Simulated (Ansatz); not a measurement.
Values for one crystal, relaxed and computed with plane-wave PAW LDA (Ansatz code); other levels are named.

| Property | Result |
|---|---|
| Volume per atom | 13.42 Å³ |
| Electronic character | metallic (no gap) |
| Highest zone-centre frequency | 188 cm⁻¹ |
| Elastic constants (relaxed ions, GPa) | C11 = 609, C12 = 253, C44 = 297 |
| Poisson's ratio | 0.23 |
| Pressure derivative B′ | 4.8 |
| Zone-centre stability | no imaginary mode at Γ |

Question: Which of these materials gives this?
A) LaPt3, Cu3Au type
B) YPd3, Cu3Au type
C) MgPt3, Cu3Au type
D) VIr3, Cu3Au type

Answer: D, VIr3, Cu3Au type

Space group Pm-3m (Cu3Au type). The first step of the workflow began from a Materials Project structure, measured or hypothetical; the Crystallography Open Database files this formula in space group No. 221, but the cells were not matched. Its standing as an ambient phase is unchecked. Symmetry was held in the LDA relaxation. No spin polarisation was allowed. As this level gives no gap, shear constants depend on the k-mesh and smearing (Fermi–Dirac, 0.1 eV here). As this level gives no gap, phonon frequencies hold no LO–TO term and depend on the k-mesh and smearing (Fermi–Dirac, 0.1 eV here). Scalar-relativistic: spin–orbit coupling is off unless named, which matters more the heavier the elements.

Potentials: the later of the program's two PAW sets.
